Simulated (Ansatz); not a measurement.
CdSe (wurtzite)

```cif
data_Cd2Se2
_chemical_formula_sum 'Cd2 Se2'
_space_group_name_H-M_alt 'P 1'
_space_group_IT_number 1
_cell_length_a 4.38288
_cell_length_b 4.38288
_cell_length_c 7.15467
_cell_angle_alpha 90.000
_cell_angle_beta 90.000
_cell_angle_gamma 120.000
loop_
_space_group_symop_operation_xyz
  'x, y, z'
loop_
_atom_site_label
_atom_site_type_symbol
_atom_site_fract_x
_atom_site_fract_y
_atom_site_fract_z
_atom_site_occupancy
Cd1 Cd 0.66667 0.33333 0.00047 1
Cd2 Cd 0.33333 0.66667 0.50047 1
Se1 Se 0.66667 0.33333 0.62473 1
Se2 Se 0.33333 0.66667 0.12473 1
```

This relaxed cell (volume V₀) is scaled evenly in all directions, its shape held. The atoms relax within the cell's symmetry.

Method: PBE (plane waves to 420 eV, PAW, scalar-relativistic; Ansatz, an electronic-structure program). k mesh 9×9×5 (Γ-centred), Fermi-Dirac smearing 0.05 eV. The energy includes the smearing's −TS. CdSe was relaxed with its symmetry unable to fall. The PAW data are Ansatz's earlier set. The zero of ΔE is the relaxed starting cell.

Give the computed ΔE (meV/atom) at V/V₀ = 0.940, 0.964, 0.988, 1.012, 1.048, 1.060.


| V/V₀ | ΔE (meV/atom) |
|---|---|
| 0.940 | 16.8 |
| 0.964 | 5.8 |
| 0.988 | 0.6 |
| 1.012 | 0.6 |
| 1.048 | 8.7 |
| 1.060 | 13.3 |

(A scan under strain: stresses follow from slopes of the energy per volume, elastic moduli from its curvatures.)
